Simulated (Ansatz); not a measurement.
The geometry is COD entry 9008484, unchecked; take it as a test cell. The listed cell was then made from it by scaling, straining or moving an atom.

Sr: DFT, LDA, PAW with Ansatz's default frozen-core files, scalar-relativistic (Ansatz 0.2.0). What sets it apart from a plain run of this crystal: zz strain of +1 %.

Command: `ansatz run input.yaml --threads 1 --pin off --max-ram 3072MiB --backend cpu --events-out ev --progress --plain --runs-dir out` The run took 3.5 s on 1 thread of Intel(R) Xeon(R) Platinum 8488C (Sapphire Rapids), with other jobs on the host, peak memory 0.4 GiB.

```yaml
crystal:
  lattice:
    - [0.0, 3.04235, 3.0727735]
    - [3.04235, 0.0, 3.0727735]
    - [3.04235, 3.04235, 0.0]
  atoms:
    - { symbol: Sr, position: [0.0, 0.0, 0.0] }
kpoints:
  mp_grid: { grid: [10, 10, 10] }
scf:
  occupations: { method: fermi_dirac, width: 0.08 }
hamiltonian:
  xc: lda
  pseudopotentials: { kind: paw }
output:
  forces: true
  stress: true
  eigenvalues: true
  efg: { contact_densities: true }
  write_density: true
  write_potential: true
  elf: true
  volumetric_format: npy
```

Output:

```
Sr: output.efg is read without spin–orbit coupling, which moves field gradients at and beside such atoms by some per cent and up to a factor of two; PAW files take it under magnetization.noncollinear and magnetization.spin_orbit
Engine: ansatz 0.2.0
Pseudopotentials: kind: paw
Pseudopotential: Sr, paw, valence charge 10, recommended cutoff 420 eV (normal)
Functional definition: SPW92
  exchange = slater_x
  correlation = pw_c
Crystal: 1 atoms, lattice volume = 56.883 Å³
Basis set: ecut = 420 eV, 1107 PW (Γ)
Bands: 9, of which v1, the nominal top of the filled ones, is band 5 counted from 1 (4 counted from 0)
Symmetry: 16 space group operations
Space group: I4/mmm (ITA 139), of the structure as read, at distance tolerance 3.8e-5 Å
k-points: 102 of 1000
Non-local potential: Sr, projectors of the file, l = 0: 3, l = 1: 2, l = 2: 2
PAW form: soft (Blöchl's): semilocal exchange-correlation on the pseudo side does not see the compensation charge
PAW frozen core: Sr, regenerated for the run's functional, and the local potential with it (the file was generated under x = pbe(κ = 0.804, μ = 0.2195149727645171), c = pbe(β = 0.06672455060314922))
PAW one-centre angular grid: Sr, 110 points (default); XC on 64 Gauss nodes
Initial density: superposition of atomic densities (neutral atoms: chi_scale 0, normalization atom), corrected by the library's trained network
Initial wavefunctions: pseudopotential atomic-orbital guess
Functional: x = slater, c = lda
SCF iter   1: F=—  HF=-3444.281569 eV  |F-HF|=—  |Δ(HF+E_count)|=         —  Δρ=3.22e-3  dr2=1.92e-3  ethr=1.77e-3  ⟨swp⟩=6.5  Hψ=8012  notcnv=0
preconditioner: auto → none  [metal: Δε(μ)=0.005 eV  Ē_g=3.413 eV  σ=0.080 eV  W_gap=0.02  n_scr=8 (ndim 8)  ℏωp=7.0 eV  f_vac=0.000  D(μ)=1.36/eV (n_scr^D=14)  sad-step TF]
SCF iter   2: F=—  HF=-3444.281773 eV  |F-HF|=—  |Δ(HF+E_count)|=   2.05e-4  Δρ=1.63e-3  dr2=6.20e-4  ethr=1.92e-5  ⟨swp⟩=2.2  Hψ=2109  notcnv=0
SCF iter   3: F=—  HF=-3444.281863 eV  |F-HF|=—  |Δ(HF+E_count)|=   8.92e-5  Δρ=2.25e-4  dr2=2.52e-5  ethr=6.20e-6  ⟨swp⟩=2.1  Hψ=1442  notcnv=0
SCF iter   4: F=—  HF=-3444.281858 eV  |F-HF|=—  |Δ(HF+E_count)|=   4.60e-6  Δρ=5.24e-5  dr2=1.06e-6  ethr=2.52e-7  ⟨swp⟩=2.0  Hψ=1439  notcnv=0
iter 5 did not close the SCF: its close was put off for the readings that it lacked (scf_convergence_deferred on its scf_iter line)
SCF iter   5: F=-3444.281858 eV  HF=-3444.281858 eV  |F-HF|=1.78e-9  |Δ(HF+E_count)|=   9.66e-8  Δρ=4.64e-6  dr2=1.17e-8  ethr=1.06e-8  ⟨swp⟩=2.8  Hψ=1601  notcnv=0
SCF iter   6: F=-3444.281858 eV  HF=-3444.281858 eV  |F-HF|=9.60e-11  |Δ(HF+E_count)|=  3.91e-10  Δρ=3.86e-7  dr2=1.28e-10  ethr=1.17e-10  ⟨swp⟩=7.4  Hψ=6729  notcnv=0
SCF 1 converged in 6 iterations: F = -3444.281858 eV  dr2 = 1.28e-10
  greatest PAW one-centre occupation: 0.988 electrons in one spin orbital (limit 2), on the Sr atom at site 0 (counted from 0), in its partial waves of l = 0
SCF converged after 6 iterations
Free energy (F): -3444.281858 eV
Harris-Foulkes:  -3444.281858 eV  (|F-HF|=9.60e-11)
Internal energy: -3444.253592 eV  (E = F + TS)
E sigma→0 (E₀):  -3444.267725 eV
Entropy (-TS):   -0.028266 eV (-28.266 meV/atom)
Fermi energy:    4.637105 eV
--- Per-component energies (eV) ---
  E_band       = -140.817466
  E_kinetic    = 241.095162
  E_local      = -784.620112  (includes V_loc(G=0)·N_el)
  E_nonlocal   = 207.048143
  E_hartree    = 198.715838
  E_xc         = -168.896680
  E_vxc        = -158.296280  (∫ρ·V_xc dr)
  E_paw        = -2597.175909  (= ΣΔE_a)
  E_vpaw       = -43.475758  (= ΣTr[D̂ρ^β])
  E_aug_tail   = -0.000002  (compensation charges beyond the density's cutoff)
  E_ewald      = -540.714168
  E_core_change = 0.294135  (= ΣΔE_core)
  E_smearing   = -0.028266  (= −TS)
  E_closure    = 0.000000  (closes the sum)
  Σ components = -3444.281858   (vs F -3444.281858, Δ=0.00e0)
--- Forces (eV/Å), atoms counted from 1 ---
  atom   1  Sr     0.00000000    -0.00000000     0.00000000
  max |Σ_I F_I| component: 1.18e-30 eV/Å
--- Stress (GPa, compression-positive) ---
       -1.615438       0.000000       0.000000
        0.000000      -1.615438       0.000000
        0.000000       0.000000      -1.667261
  P = ⅓ Tr σ = -1.6327 GPa (-16.327 kbar)
--- PAW observables at the nuclei: V_zz in 10²¹ V/m², potentials from the cell's mean, atoms counted from 1 ---
  atom   1  Sr V_zz =    -0.021271   η = 0.0000   by run symmetry: allowed
            electrostatic potential = -5503.568296 V   contact ρ = 399289.429078 e/Å³
--- Band table (eV; the first three rows and the last of 102) ---
  k-point 0: bands = ["-31.9629", "-13.8758", "-13.8751", "-13.8751", "1.0185", "6.8180", "6.8701", "6.8701", "8.2124"]
  k-point 1: bands = ["-31.9617", "-13.8927", "-13.8780", "-13.8773", "1.1749", "6.6242", "6.9066", "6.9419", "8.1278"]
  k-point 2: bands = ["-31.9587", "-13.9379", "-13.8846", "-13.8832", "1.6232", "6.1202", "6.9988", "7.0477", "8.0823"]
  k-point 101: bands = ["-31.9472", "-14.0426", "-13.9383", "-13.9383", "3.9909", "4.9749", "5.5903", "9.2684", "9.5466"]
```
